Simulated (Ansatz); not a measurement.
TiO2:
```yaml
crystal:
  lattice:
    - [4.54792, 0.00000, 0.00000]
    - [0.00000, 4.54792, 0.00000]
    - [0.00000, 0.00000, 2.91732]
  atoms:
    - { symbol: Ti, position: [0.50000, 0.50000, 0.00000] }
    - { symbol: Ti, position: [0.00000, 0.00000, 0.50000] }
    - { symbol: O, position: [0.69604, 0.69604, 0.50000] }
    - { symbol: O, position: [0.30396, 0.30396, 0.50000] }
    - { symbol: O, position: [0.80396, 0.19604, 0.00000] }
    - { symbol: O, position: [0.19604, 0.80396, 0.00000] }
```

Relaxed with LDA. Special points in fractions of this cell's reciprocal vectors: Γ (0.000, 0.000, 0.000); X (0.000, 0.500, 0.000); M (0.500, 0.500, 0.000); Z (0.000, 0.000, 0.500); R (0.000, 0.500, 0.500); A (0.500, 0.500, 0.500).

List the band energies nearest the valence-band maximum at these points for LDA in the plane-wave PAW code Ansatz.

In eV from the valence-band maximum; about four levels below and three above (degenerate sets whole), none deeper than 8.9 eV; points with the same levels are listed once.

| k | below | above |
|---|---|---|
| Γ | -0.69 -0.47 -0.47 0.00 | 1.86 2.14 2.44 |
| X | -1.68 -1.68 -0.78 -0.78 | 2.57 2.57 3.13 3.13 |
| M | -1.31 -1.31 -1.10 -1.10 | 1.90 1.90 2.58 2.58 |
| Z | -2.57 -2.57 -1.47 -1.47 | 3.07 3.07 3.31 3.31 |
| R | -2.15 -2.15 -1.10 -1.10 | 1.89 1.89 3.34 3.34 |
| A | -1.38 -1.38 -0.68 -0.68 | 2.65 2.65 3.28 3.28 |

Space group P4_2/mnm (rutile). Symmetry was held in the LDA relaxation; phonons on a q-mesh show weakly imaginary modes. The run is not spin-polarised.

Potentials: the later of the program's two PAW sets.
